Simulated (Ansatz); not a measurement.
Structure relaxation, Cu2O

The start is a generated trial cell of Cu2O in the AFLOW prototype A2B_tP6_136_f_a (C4, as in TiO2). A full variable-cell relaxation at zero pressure is run with PBEsol (plane waves to 420 eV, PAW, scalar-relativistic; Ansatz, a first-principles code). The first steps use a coarse 6×6×8 k-mesh.

Starting cell:
```
CELL_PARAMETERS angstrom
      4.28359     0.00000     0.00000
      0.00000     4.28359     0.00000
      0.00000     0.00000     2.75865
ATOMIC_POSITIONS crystal
  O  0.00000 0.00000 0.00000
  O  0.50000 0.50000 0.50000
  Cu 0.30496 0.30496 0.00000
  Cu 0.80496 0.19504 0.50000
  Cu 0.19504 0.80496 0.50000
  Cu 0.69504 0.69504 0.00000
```

Initial pressure: +85 GPa (positive: the cell is compressed)
Energy released: 0.67 eV/atom
Volume change: +31.0 %, from 8.44 to 11.05 Å³/atom
Shortest distances (start → end): The closest pairs of elements (up to four, under 3.6 Å), start → end: Cu–O 1.82 → 1.91 Å; Cu–Cu 2.36 → 2.74 Å; O–O 2.76 → 2.74 Å
Band gap at the end: zero (metallic)
Optimiser moves: 16

Final values are on a 10×10×17 k-mesh of the relaxed cell. No spin polarisation in the result. No Hubbard U is applied.

The run could not lose the symmetry of its start: the end is stationary, and may be a saddle point rather than a minimum.

The relaxed structure here is a generated cell of Cu2O: the first start was made by placing the elements on the sites of a structure type, and the end was not matched to a known phase here, so it may be hypothetical. Known forms of Cu2O include space group No. 224.
